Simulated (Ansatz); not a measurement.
# 4 guesses for In4TeS and where they end

All numbers below come from Ansatz, DFT PBE, scalar-relativistic, plane waves, PAW. All cells share a 420 eV cutoff and Γ-centred k meshes spaced at most about 0.3 Å⁻¹ (about 0.25 or finer for metals, 2π included). No spin polarisation in the final relaxations.

Each guess was relaxed in cell and atoms at zero pressure, within the symmetry of its start. Temperature and zero-point effects are left out. Coordination counts S or Te atoms around In (for each partner element, those within 1.25 times its shortest distance or 1.15 times the sum of covalent radii, where it is the nearest in units of that sum or under 1.3; the shortest distance is added where it exceeds 1.18 times the sum of covalent radii; a slash parts the counts of unlike sites).

```csv
guess,made from,start group,V start (Å³/atom),end group,V end (Å³/atom),coordination at the end,gap on mesh (eV),E over the lowest end (meV/atom)
1,random cell,P4/mmm,26.7,P4/mmm,30.9,In 4 from 3.1 Å,0,40
2,random cell,P-6m2,30.2,?,?,?,?,?
3,Ti4CuAg type,P4/mmm,28.7,P4/mmm,28.0,In 4/4 from 3.1 Å,0,0
4,CaPbI4 type,Cmmm,30.8,Cmmm,41.0,In 2 from 2.9 Å/3,0,204
```

Guess 2 as it starts:

```
CELL_PARAMETERS angstrom
6.52648 0.00000 0.00000
-3.26324 5.65209 0.00000
0.00000 0.00000 4.91051
ATOMIC_POSITIONS crystal
In 0.51833 0.48167 0.50000
In 0.51833 0.03666 0.50000
In 0.96334 0.48167 0.50000
In 0.33333 0.66667 0.00000
Te 0.00000 0.00000 0.50000
S 0.33333 0.66667 0.50000
```

Question: Fill in the missing row: what does this guess relax into, and where does it rank?

Answer: It ends in space group P-6m2 (No. 187), with a = 7.646 Å, c = 6.190 Å, 52.2 Å³/atom and no gap. It lies 0.46 eV/atom over the lowest end, above guess 4 and so the highest of the set. Counting S or Te atoms around In, this end has In 1/2 from 3.1 Å and the lowest (guess 3) has In 4/4 from 3.1 Å.

```
CELL_PARAMETERS angstrom
7.64557 0.00000 0.00000
-3.82278 6.62126 0.00000
0.00000 0.00000 6.18968
ATOMIC_POSITIONS crystal
In 0.52907 0.47093 0.50000
In 0.52907 0.05815 0.50000
In 0.94185 0.47093 0.50000
In 0.33333 0.66667 0.00000
Te 0.00000 0.00000 0.50000
S 0.33333 0.66667 0.50000
```

The zero of energy is the elements' standard structures at the same level; no fitted shifts are applied.

Question: Is the lowest end bound against the elements?

Answer: Yes: its formation energy is −0.13 eV/atom. Whether it is stable depends on the other phases of the system, which aren't compared here.

No dispersion correction is applied, so the spacing and binding between layers, chains or molecules are poorly described (P4/mmm at 28.0 Å³/atom, Cmmm), and this can change margins and order among such cells. These runs have no spin–orbit coupling, which can matter for Te. A magnetic state wasn't ruled out in cells without spin, among them P-6m2. The reference forms of S and Te are held partly by dispersion forces, which this level lacks. Cells relaxed within their symmetry can be saddle points. A lower structure may well exist outside this small set. Some types were kept out of the candidates beforehand, so the set may lack a known form.
